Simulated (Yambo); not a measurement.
Optical response of CsO2H3

```
CsO2H3
1.0
    4.25023     0.00000     0.00000
    0.00000     2.21260     4.02356
    0.00000    -2.21260     4.02356
H O Cs
3 2 1
Direct
  0.50000   0.55847   0.55847
  0.50000   0.07118   0.45270
  0.50000   0.45270   0.07118
  0.50000   0.67951   0.67951
  0.50000   0.33406   0.33406
  0.00000   0.98533   0.98533
```

Yambo, RPA with local fields on LDA bands shifted by a G0W0 scissor of 2.63 eV; 8×8×8 mesh, 55 bands, 3 Ry local-field block, 0.2 eV broadening; field along x.

```json
[
 {"E (eV)": "0.0", "Im ε": "0.00", "Re ε": "2.24", "Im ε, independent particles": "0.00"},
 {"E (eV)": "0.6", "Im ε": "0.00", "Re ε": "2.24", "Im ε, independent particles": "0.00"},
 {"E (eV)": "1.2", "Im ε": "0.00", "Re ε": "2.25", "Im ε, independent particles": "0.00"},
 {"E (eV)": "1.9", "Im ε": "0.01", "Re ε": "2.27", "Im ε, independent particles": "0.01"},
 {"E (eV)": "2.5", "Im ε": "0.01", "Re ε": "2.29", "Im ε, independent particles": "0.01"},
 {"E (eV)": "3.1", "Im ε": "0.01", "Re ε": "2.32", "Im ε, independent particles": "0.01"},
 {"E (eV)": "3.8", "Im ε": "0.01", "Re ε": "2.36", "Im ε, independent particles": "0.02"},
 {"E (eV)": "4.4", "Im ε": "0.02", "Re ε": "2.41", "Im ε, independent particles": "0.02"},
 {"E (eV)": "5.0", "Im ε": "0.03", "Re ε": "2.48", "Im ε, independent particles": "0.03"},
 {"E (eV)": "5.6", "Im ε": "0.04", "Re ε": "2.58", "Im ε, independent particles": "0.04"},
 {"E (eV)": "6.2", "Im ε": "0.05", "Re ε": "2.71", "Im ε, independent particles": "0.06"},
 {"E (eV)": "6.9", "Im ε": "0.11", "Re ε": "2.91", "Im ε, independent particles": "0.12"},
 {"E (eV)": "7.5", "Im ε": "0.21", "Re ε": "3.16", "Im ε, independent particles": "0.24"},
 {"E (eV)": "8.1", "Im ε": "0.64", "Re ε": "3.62", "Im ε, independent particles": "0.74"},
 {"E (eV)": "8.8", "Im ε": "1.44", "Re ε": "3.59", "Im ε, independent particles": "1.67"},
 {"E (eV)": "9.4", "Im ε": "2.10", "Re ε": "3.49", "Im ε, independent particles": "2.49"},
 {"E (eV)": "10.0", "Im ε": "2.86", "Re ε": "2.07", "Im ε, independent particles": "2.98"},
 {"E (eV)": "10.6", "Im ε": "2.32", "Re ε": "1.20", "Im ε, independent particles": "2.29"},
 {"E (eV)": "11.2", "Im ε": "1.43", "Re ε": "1.07", "Im ε, independent particles": "1.42"},
 {"E (eV)": "11.9", "Im ε": "1.01", "Re ε": "0.99", "Im ε, independent particles": "1.04"},
 {"E (eV)": "12.5", "Im ε": "0.57", "Re ε": "1.37", "Im ε, independent particles": "0.66"},
 {"E (eV)": "13.1", "Im ε": "0.56", "Re ε": "1.94", "Im ε, independent particles": "0.75"},
 {"E (eV)": "13.8", "Im ε": "0.85", "Re ε": "2.31", "Im ε, independent particles": "1.35"},
 {"E (eV)": "14.4", "Im ε": "1.51", "Re ε": "2.55", "Im ε, independent particles": "3.53"},
 {"E (eV)": "15.0", "Im ε": "2.03", "Re ε": "1.84", "Im ε, independent particles": "3.29"},
 {"E (eV)": "15.6", "Im ε": "1.87", "Re ε": "1.33", "Im ε, independent particles": "3.27"},
 {"E (eV)": "16.2", "Im ε": "1.39", "Re ε": "1.27", "Im ε, independent particles": "2.84"},
 {"E (eV)": "16.9", "Im ε": "1.34", "Re ε": "1.62", "Im ε, independent particles": "4.05"},
 {"E (eV)": "17.5", "Im ε": "1.66", "Re ε": "1.57", "Im ε, independent particles": "3.64"},
 {"E (eV)": "18.1", "Im ε": "1.92", "Re ε": "1.46", "Im ε, independent particles": "2.46"},
 {"E (eV)": "18.8", "Im ε": "2.04", "Re ε": "1.23", "Im ε, independent particles": "1.20"},
 {"E (eV)": "19.4", "Im ε": "2.79", "Re ε": "0.23", "Im ε, independent particles": "0.96"},
 {"E (eV)": "20.0", "Im ε": "1.20", "Re ε": "-0.01", "Im ε, independent particles": "0.95"}
]
```

Peak heights and small wiggles depend on the k mesh. Convergence of the RPA response with its 8×8×8 mesh was not tested. The scissor comes from a G0W0 run whose convergence isn't established. No excitonic effects at this level.

Geometry of the Materials Project entry, not relaxed at this level.

The structure is a Materials Project entry; no match was found in the copy of COD used, and its stability was not checked.
